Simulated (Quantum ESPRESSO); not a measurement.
Field gradients of ZnO from the PAW reconstruction of the field gradient on a scalar-relativistic PBE ground state (a modified build of Quantum ESPRESSO, JTH datasets). The input of pw.x:

```
&CONTROL
  calculation = 'scf'
  prefix = 'x'
  pseudo_dir = './pseudo'
  outdir = './out'
  tprnfor = .true.
/
&SYSTEM
  ibrav = 0
  nat = 4
  ntyp = 2
  ecutwfc = 45
  ecutrho = 180
  occupations = 'fixed'
  nbnd = 22
/
&ELECTRONS
  conv_thr = 1e-11
/
ATOMIC_SPECIES
Zn 65.380 Zn.GGA_PBE-JTH.UPF
O 15.999 O.GGA_PBE-JTH.UPF
CELL_PARAMETERS angstrom
    3.237349852368     0.000000000000     0.000000000000
   -1.618674926184     2.803627213088     0.000000000000
    0.000000000000     0.000000000000     5.222060000000
ATOMIC_POSITIONS crystal
Zn     0.666667000000     0.333333000000     0.500590000000
Zn     0.333333666667     0.666666333333     0.000590000000
O      0.666667000000     0.333333000000     0.879720000000
O      0.333333666667     0.666666333333     0.379720000000
K_POINTS automatic
8 8 5 0 0 0
```
The cell comes from the Materials Project (a computed structure). It is ZnO in P6₃mc. Stability against distortions was not tested.

Vzz is the sum of three terms, each taken along its main axis: the smooth valence density, the ions (nucleus and frozen core) with the augmentation charges of all other spheres, and the all-electron minus smooth density in the atom's own sphere. The split hangs on the datasets.  Cores are frozen. Against all-electron runs on small test molecules, this scheme's |Vzz| missed by +4 % on Zn.

```json
[
 {"site": "Zn (atoms 1, 2)", "smooth valence density": "-0.002", "ions and other spheres": "0.001", "own sphere": "…", "Vzz (a.u.)": "…"}
]
```

### Question
Complete the blanks.

### Answer

- Zn (atoms 1, 2), own sphere: 0.044
- Zn (atoms 1, 2), Vzz (a.u.): 0.043
